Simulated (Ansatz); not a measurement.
**Question.** Name crystals whose computed values (the program Ansatz at the LDA level (PAW)) fall in these windows: B₀ by P(V) fit (GPa) 16 to 20; highest Γ mode, no LO–TO term (cm⁻¹) 130 to 170; gap (eV) 1.5 to 1.9.

**Answer.** 

```tsv
crystal	B₀ by P(V) fit (GPa)	highest Γ mode, no LO–TO term (cm⁻¹)	gap (eV)
CsPbBr3, Pnma (Pb on 4a, Cs on 4c, Br on 8d, Br on 4c)	18.1	158	1.71
CsSnI3, Pnma (Pearson symbol oP20)	18.1	142	1.84
```
Others may fit too.

All cells were relaxed under the symmetry of their starts (and spin orders); stability against distortions was not tested throughout. Spin–orbit coupling is left out wherever it is not named.

Potentials: the later of the program's two PAW sets.
